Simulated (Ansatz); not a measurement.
# Si: energy along a strain

Si, P6_3/mmc, a = 3.831 Å, c = 6.333 Å (as given, not relaxed at this level: 0.2 GPa). This isn't the element's structure at ambient conditions. Ansatz: r2SCAN, PAW, 500 eV, Γ-centred 12×12×6 mesh on 4 atoms, Gaussian smearing 0.05 eV; no spin polarisation. Cell vectors (Å): 3.831 0.000 0.000; -1.916 3.318 0.000; 0.000 0.000 6.333. The cell is strained by x per cent times the pattern (1 -1 0 0 0 0) in the order xx yy zz yz xz xy (engineering shears), with fractional coordinates held. y is the free energy over the start, V0 = 20.126 Å³/atom.

```tsv
x (%)	y (meV/atom)
-4.00	36.97
-3.00	?
-2.00	9.27
-1.00	2.32
0.00	0.00
1.00	2.34
2.00	9.38
3.00	21.20
3.50	28.90
4.00	37.81
```

Q: Fit y = c2 x² + c3 x³ to the other rows, get the stiffness along the pattern, and predict the missing energy.

A: Least squares on the rows shown. y = 2.3364 x² + 0.0065453 x³. The clamped-ion stiffness p·C·p = 2 × 23.36 eV × 160.2 / 20.126 Å³ = 372 GPa. At x = -3.00 the fit asked for gives 20.85 meV/atom. The run gave 20.83 meV/atom, so the fit is 0.02 meV/atom too high, within twice the rms miss on the fitted rows (0.01 meV/atom).